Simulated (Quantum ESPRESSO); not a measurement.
Empty bands for a GW run on SnO (space group P4/nmm, No. 129): 139 bands on a 4×4×4 mesh, PBEsol, PseudoDojo standard norm-conserving files, scalar-relativistic, Quantum ESPRESSO. The input, in which only the diagonalization keyword changes:

```
&CONTROL
  calculation = 'nscf'
  pseudo_dir = './pseudo'
  outdir = './out'
/
&SYSTEM
  ibrav = 0
  nat = 4
  ntyp = 2
  ecutwfc = 84.0
  ecutrho = 336.0
  occupations = 'fixed'
  force_symmorphic = .true.
  nbnd = 139
/
&ELECTRONS
  conv_thr = 4e-09
  diago_full_acc = .true.
  diago_thr_init = 1e-08
  diagonalization = 'david'
/
ATOMIC_SPECIES
O 15.9990 O.upf
Sn 118.7100 Sn.upf
CELL_PARAMETERS angstrom
  3.813700000000   0.000000000000   0.000000000000
  0.000000000000   3.813700000000   0.000000000000
  0.000000000000   0.000000000000   4.886910000000
ATOMIC_POSITIONS crystal
O   0.500000000000   0.500000000000   0.000000000000
O   0.000000000000   0.000000000000   0.000000000000
Sn   0.000000000000   0.500000000000   0.235370000000
Sn   0.500000000000   0.000000000000   0.764630000000
K_POINTS automatic
4 4 4 0 0 0
```

| diagonalization | mean iterations per k point | rough time | largest change of an eigenvalue (eV) |
|---|---|---|---|
| david | 25 | 1 | – |
| cg | 43 | about 4× | 1e-05 |
| paro | 18 | within a factor of two | 5e-07 |

An iteration means different work in each solver, so the counts don't rank them. Times are rough ratios from shared machines.

Spin-orbit coupling is not included.

Geometry of the Materials Project entry, not relaxed at this level.
